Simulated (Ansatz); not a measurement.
Total density of states per atom from DFT-LDA in the program Ansatz with PAW potentials, in 0.25 eV bins, energy from the Fermi level:

```
E (eV) | states/eV/atom
    -7.85 | # 0.06
    -7.60 | # 0.08
    -7.35 | # 0.10
    -7.10 | # 0.13
    -6.85 | ## 0.18
    -6.60 | #### 0.46
    -6.35 | ######### 0.97
    -6.10 | ################## 1.95
    -5.85 | ####################### 2.40
    -5.60 | ###################### 2.29
    -5.35 | ################# 1.81
    -5.10 | ############### 1.63
    -4.85 | ###################### 2.32
    -4.60 | ################## 1.96
    -4.35 | ####################### 2.42
    -4.10 | ############################## 3.19
    -3.85 | ################### 1.98
    -3.60 | ########################### 2.89
    -3.35 | ################ 1.75
    -3.10 | ############ 1.32
    -2.85 | ############## 1.51
    -2.60 | ############# 1.43
    -2.35 | ####### 0.73
    -2.10 | # 0.15
    -1.85 | ###### 0.62
    -1.60 | ######################## 2.54
    -1.35 | #################### 2.08
    -1.10 | ################ 1.74
    -0.85 | ######## 0.81
    -0.60 | ###### 0.62
    -0.35 | ##### 0.50
    -0.10 | ### 0.36
     0.15 | ### 0.29
     0.40 | ## 0.21
     0.65 | ## 0.18
     0.90 | ## 0.19
     1.15 | ## 0.22
     1.40 | ## 0.26
     1.65 | ## 0.26
     1.90 | ### 0.28
     2.15 | ### 0.29
     2.40 | ### 0.28
     2.65 | ## 0.26
     2.90 | ## 0.25
     3.15 | ## 0.24
     3.40 | ## 0.23
     3.65 | ## 0.22
     3.90 | ## 0.21
     4.15 | ## 0.20
     4.40 | ## 0.20
     4.65 | ## 0.21
```

Q: Which of these materials gives this?
A) Ag3Pt, Cu3Au type
B) SiNi3, Cu3Au type
C) NbCd3, Cu3Au type
D) ZnAgF3, cubic perovskite

A: A, Ag3Pt, Cu3Au type. Within 0.5 eV of the Fermi level: Pt 5d 33 %, Ag 5s 30 %, Ag 4d 21 %, outside the projected shells 11 %. Projections are on Löwdin-orthogonalised atomic valence shells; empty p or d shells of many metals are not among them.

Space group Pm-3m (Cu3Au type). The first step of the workflow began from a Materials Project structure, measured or hypothetical; the Crystallography Open Database files this formula in space group No. 221, but the cells were not matched. Its standing as an ambient phase is unchecked. The cell was relaxed with LDA under the symmetry of its start; of distortions, only those at the zone centre were tested. No spin polarisation was allowed. Scalar-relativistic: spin–orbit coupling is off unless named, which matters more the heavier the elements.

Potentials: the later of the program's two PAW sets.
